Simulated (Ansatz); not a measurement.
**Ansatz 0.2.0, settings compared: GaSb**

input.yaml:

```yaml
crystal:
  lattice:
    - [0.0, 3.066033, 3.066033]
    - [3.066033, 0.0, 3.066033]
    - [3.066033, 3.066033, 0.0]
  atoms:
    - { symbol: Ga, position: [0.0, 0.0, 0.0] }
    - { symbol: Sb, position: [0.25, 0.25, 0.25] }
  symmetry: { tolerance: 0.0003 }
kpoints:
  mp_grid: { grid: [5, 5, 5], shift: [0, 0, 0] }
magnetization:
  spin_polarized: false
scf:
  occupations: { method: fermi_dirac }
hamiltonian:
  pseudopotentials: { kind: paw }
  xc: pbe
basis:
  ecutwfc: 420
output:
  forces: true
  stress: true
  eigenvalues: true
  write_density: true
  write_potential: true
  elf: true
  volumetric_format: npy
relax:
  max_steps: 40
  cell: {}
```

The command:

```bash
ansatz run input.yaml --threads 1 --pin off --max-ram 2560MiB --backend cpu --events-out ev --progress --plain --runs-dir out
```

Origin of the cell: a database entry, scaled a little.

The smearing width isn't typed, so it takes its default of 0.1 eV.

Output of this run (shortened):

```
Pseudopotentials: kind: paw
Pseudopotential: Ga, paw, valence charge 13, recommended cutoff 420 eV (normal), Ga.paw.azcp
Pseudopotential: Sb, paw, valence charge 15, recommended cutoff 420 eV (normal), Sb.paw.azcp
Functional definition: PBE
  exchange = pbe_x(kappa = kappa, mu = beta*pi^2/3)
  correlation = pbe_c(beta = beta)
Crystal: 2 atoms, lattice volume = 57.645 Å³
Basis set: ecut = 420 eV, 1139 PW (Γ), exchange–correlation on 60×60×60 points (8 copies of the dense FFT grid, shifted against one another)
Bands: 18, of which v1, the nominal top of the filled ones, is band 14 counted from 1 (13 counted from 0)
Symmetry: 24 space group operations
Space group: F-43m (ITA 216), of the structure as read, at distance tolerance 1.2e-3 Å
k-points: 10 of 125 (time reversal used)
[… 4 lines left out …]
Initial density: superposition of atomic densities (neutral atoms: chi_scale 0, normalization atom), corrected by the library's trained network
Functional: x = pbe(κ = 0.804, μ = 0.219515), c = pbe(β = 0.066725)
SCF iter   1: F=—  HF=-10267.756967 eV  Δρ=1.15e-3  dr2=6.00e-4
SCF iter   2: F=—  HF=-10267.755832 eV  Δρ=5.51e-4  dr2=1.48e-4
SCF iter   3: F=—  HF=-10267.755784 eV  Δρ=2.24e-4  dr2=2.28e-5
SCF iter   4: F=—  HF=-10267.755824 eV  Δρ=7.42e-5  dr2=2.95e-6
SCF iter   5: F=—  HF=-10267.755826 eV  Δρ=3.02e-5  dr2=5.02e-7
SCF iter   6: F=-10267.755827 eV  HF=-10267.755827 eV  Δρ=4.49e-6  dr2=9.95e-9
relax step   1: F+E_penalty+E_count = -10267.755827 eV  Δ(F+E_penalty+E_count) = +0.000e0 eV  max|allowed force component| = 2.035e-16 eV/Å  Δτ_max = 0.0000 Å  P = +2.176 GPa  Ω = 57.645 Å³ […]
relax step   2: F+E_penalty+E_count = -10267.771722 eV  Δ(F+E_penalty+E_count) = -1.590e-2 eV  max|allowed force component| = 2.544e-17 eV/Å  Δτ_max = 0.0000 Å  P = -0.478 GPa  Ω = 61.017 Å³ […]
relax step   3: F+E_penalty+E_count = -10267.772876 eV  Δ(F+E_penalty+E_count) = -1.154e-3 eV  max|allowed force component| = 5.551e-17 eV/Å  Δτ_max = 0.0000 Å  P = -0.032 GPa  Ω = 60.381 Å³ […]
relax step   4: F+E_penalty+E_count = -10267.773416 eV  Δ(F+E_penalty+E_count) = -5.407e-4 eV  max|allowed force component| = 2.776e-17 eV/Å  Δτ_max = 0.0000 Å  P = -0.039 GPa  Ω = 60.381 Å³  stress off target by 3.93e-2 GPa […]
SCF 4 converged in 7 iterations: F = -10267.773416 eV  dr2 = 6.91e-12
basis re-selected at this cell: Δ(F+E_penalty+E_count) = -5.407e-4 eV, ΔP = -0.007 GPa vs the last step (what re-selecting the basis moved, of the pressure what is left beyond the Pulay corre […]
SCF converged after 7 iterations
Free energy (F): -10267.773416 eV
Harris-Foulkes:  -10267.773416 eV  (|F-HF|=7.09e-11)
Internal energy: -10267.766977 eV  (E = F + TS)
E sigma→0 (E₀):  -10267.770197 eV
Entropy (-TS):   -0.006439 eV (-3.220 meV/atom)
Fermi energy:    7.091827 eV
--- Per-component energies (eV) ---
  E_band       = -276.213877
  E_kinetic    = 322.039920
  E_local      = -3985.369046  (includes V_loc(G=0)·N_el)
  E_nonlocal   = 787.098512
  E_hartree    = 1830.134691
  E_xc         = -206.782121
  E_vxc        = -153.223621  (∫ρ·V_xc dr)
  E_paw        = -6564.858413  (= ΣΔE_a)
  E_vpaw       = -907.029011  (= ΣTr[D̂ρ^β])
  E_aug_tail   = -0.000117  (compensation charges beyond the density's cutoff)
  E_ewald      = -2450.030402
  E_smearing   = -0.006439  (= −TS)
  Σ components = -10267.773416   (vs F -10267.773416, Δ=0.00e0)
--- Forces (eV/Å), atoms counted from 1 ---
  atom   1  Ga     0.000000     0.000000    -0.000000
  atom   2  Sb    -0.000000    -0.000000     0.000000
  max |Σ_I F_I| component: 2.54e-17 eV/Å
--- Stress (GPa, compression-positive) ---
       -0.039250      -0.000000      -0.000000
       -0.000000      -0.039250       0.000000
       -0.000000       0.000000      -0.039250
  P = ⅓ Tr σ = -0.0393 GPa (-0.393 kbar)
--- Relaxed structure (3 steps of the walk, 3 accepted, 1 SCFs on fresh bases) ---
  F+E_penalty+E_count = -10267.773416 eV   max|allowed force component| = 2.776e-17 eV/Å   (the final SCF, on the basis selected at the relaxed cell)
  cell:  # Å, volume = 60.3811 Å³
    - [0.0, 3.113798, 3.113798]
    - [3.113798, 0.0, 3.113798]
    - [3.113798, 3.113798, 0.0]
  atoms:
    - { symbol: Ga, position: [0.0, 0.0, 0.0] }
    - { symbol: Sb, position: [0.25, 0.25, 0.25] }
```

The same input was run again with these changes:

1. `scf.convergence.dr2_threshold` default → 1.0e-05; `basis.ecutwfc` 420 → "450 eV"
2. `scf.occupations.width` default → 0.1; `crystal.symmetry` { tolerance: 0.0003 } → { detect: false }
3. `hamiltonian.xc` pbe → revpbe; `kpoints.mp_grid.grid` [5, 5, 5] → [6, 6, 6]; `scf.occupations.method` fermi_dirac → methfessel_paxton; `scf.occupations.width` default → 0.3
4. `scf.mixing.algorithm` default → msr1; `scf.mixing.beta` default → 0.5

```csv
run,end,SCF iterations,volume (Å³/atom),max force component (eV/Å),moment (μB),ΔE(σ→0) (meV/atom)
base,converged,23,30.19,0.000,–,0
1,converged,18,30.18,0.000,–,-0.68
2,converged,28,30.17,0.000,–,0.00
3,converged,28,30.78,0.000,–,–
4,converged,23,30.19,0.000,–,0.00
```

Energies are compared only where functional, datasets, charge and starting cell are the same.

Not properties of the system: run 3 (too coarse or loose: `scf.occupations.width` = 0.3).

Caveats of the base run: no spin-orbit coupling, though heavy elements are present; the k mesh is coarse if the cell is a metal; the relaxation held the start's symmetry, so the end may be a saddle point.

Run 1: the SCF threshold is loose for forces.
Run 2: the displaced walk ended near the symmetry of the start; the program displaced the start to leave a saddle point.
Run 3: forces of this functional can be a tenth off on datasets made under PBE; wide smearing.

The base run took 6.6 s on 1 thread of Arm Neoverse V1, with other jobs on the host, peak memory 0.31 GiB, from the program's own first density.
